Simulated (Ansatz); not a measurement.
Stationary points along a deformation path in Al

These are results of DFT r2SCAN, scalar-relativistic, plane waves, PAW (Ansatz), not measurements. Settings: plane waves to 500 eV, k-mesh 24×24×24 (Γ-centred), Gaussian smearing 0.15 eV. No spin polarisation. Energies are free energies at this smearing, counted from the undisturbed cell; pressure is positive in compression.

Reference structure (as given, not relaxed at this level; it stands at 0.5 GPa; this bcc form isn't the usual structure):

```
CELL_PARAMETERS angstrom
-1.59122 1.59122 1.59122
1.59122 -1.59122 1.59122
1.59122 1.59122 -1.59122
ATOMIC_POSITIONS crystal
Al 0.00000 0.00000 0.00000
```

At fixed volume and fractional coordinates, lengths along (0.000, 0.000, 1.000) are scaled against those across it; ρ is that ratio over its starting value. V = 16.116 Å³/atom. Δσ is the stress along the axis less the mean stress across it (compression positive).

```csv
ρ,ΔE (meV/atom),Δσ (GPa),space group
0.650,216.3,38.92,I4/mmm
0.707,56.6,18.48,I4/mmm
0.780,-10.9,3.89,I4/mmm
0.850,-17.7,-0.78,I4/mmm
0.920,-7.1,-2.29,I4/mmm
0.960,-2.1,-1.24,I4/mmm
1.000,0.0,0.00,Im-3m
1.050,-4.0,2.31,I4/mmm
1.100,-14.5,4.71,I4/mmm
1.200,-57.2,8.72,I4/mmm
1.300,-96.8,5.63,I4/mmm
1.414,-112.0,0.01,Fm-3m
1.500,-104.5,-4.30,I4/mmm
```

Q: How does the stress give the slope of the energy, and where is the energy stationary?

A: Along the path d ln(length) is 2/3 d ln ρ on the axis and −1/3 d ln ρ across it, so dE/d ln ρ = −(2/3) V Δσ: the energy falls with ρ where Δσ is positive. Δσ vanishes or changes sign between ρ = 0.780 and 0.850, a minimum (near 0.84 by linear interpolation); at ρ = 1.000 (Im-3m), a maximum at 0.0 meV/atom; at ρ = 1.414 (Fm-3m), a minimum at -112.0 meV/atom. Pairs of stationary points between two samples would go unseen, and could change a minimum read from distant neighbours into a maximum. At ρ = 1.000, 1.414 the cell is cubic, where symmetry alone makes the stress isotropic and the slope zero.

Q: Which shear constant sets the curvature at ρ = 1?

A: For a cubic crystal E/V = (2/3) C (ln ρ)² with C = C′ = (C11 − C12)/2, so Δσ = −2C ln ρ. The parabola of Δσ against ln ρ through ρ = 0.960, 1 and 1.050 gives C ≈ -19.0 GPa with the ions clamped, rough because the steps are large. It is negative, so the cubic cell is unstable to this shear.

Q: Integrate that slope from ρ = 1 to 0.850 by the trapezoid rule.

A: With V/N in Å³ and 1 eV/Å³ = 160.2 GPa the slopes at ρ = 1.000, 0.960, 0.920, 0.850 are 0, 83, 154, 52 meV/atom per unit of ln ρ. The steps add (-1.7) + (-5.0) + (-8.1) = -14.9 meV/atom, against -17.7 from the energies; the trapezoid rule misses the curvature of the slope within each step.

Q: Is the start the lowest point of the path?

A: No: ρ = 1.414 lies 112.0 meV/atom lower, with no sampled rise above the start on the way. Volume and inner coordinates are held, so a relaxed structure there would lie lower still.

In a metal these slopes depend on the k mesh and the smearing.